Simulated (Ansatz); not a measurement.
Starting cell, CsSnI$_{3}$ (cubic perovskite):

```xyz
5
Lattice="6.2718 0.0000 0.0000 0.0000 6.2718 0.0000 0.0000 0.0000 6.2718" Properties=species:S:1:pos:R:3 pbc="T T T"
Cs     0.0000     0.0000     0.0000
Sn     3.1359     3.1359     3.1359
I      0.0000     3.1359     3.1359
I      3.1359     3.1359     0.0000
I      3.1359     0.0000     3.1359
```

In each cell atom 2 (Sn, nearest neighbour I at 3.136 Å; its periodic images, 6.3 Å or more away, move with it) moves by s·(0.000, 0.000, 1.000) (along Cartesian z), the rest being held.

All values below come from PBE (plane waves to 420 eV, PAW, scalar-relativistic; Ansatz, a first-principles code). k mesh 5×5×5 (Γ-centred), Fermi-Dirac smearing 0.05 eV. Energies are smeared free energies. Compression counts positive. F∥ is the force on the atom along that direction. CsSnI3 was relaxed with its symmetry unable to fall. Spin-orbit coupling is left out, though I is heavy. This is a high-temperature form of CsSnI3. The zero of ΔE is the undisplaced structure.

| s (Å) | ΔE (meV/cell) | F∥ (eV/Å) | P (GPa) |
|---|---|---|---|
| -0.940 | 3283 | 14.108 | 6.4 |
| -0.752 | 1375 | 6.918 | 3.4 |
| -0.564 | 477 | 3.034 | 1.6 |
| -0.376 | 117 | 1.043 | 0.6 |
| -0.188 | 14 | 0.203 | 0.2 |
| 0.000 | 0 | 0.000 | 0.0 |
| 0.188 | 14 | -0.203 | 0.2 |
| 0.376 | 117 | -1.043 | 0.6 |
| 0.564 | 477 | -3.034 | 1.6 |
| 0.752 | 1375 | -6.918 | 3.4 |
| 0.940 | 3283 | -14.108 | 6.4 |

What the scan shows:

| Quantity | Result |
|---|---|
| Energy at s = 0.940 Å | 3283 meV/cell |
| Force along the line at s = -0.940 Å | 14.1 eV/Å |
| Symmetry of the curve | even: the same for both signs |
| Shape of the curve | a single well with its minimum at or next to zero displacement |

The 11 points together took about 2.8 core-minutes (a rough figure).

(For displaced atoms, the force is minus the slope of the energy, and its curvature is a force constant, which sets phonon frequencies.)
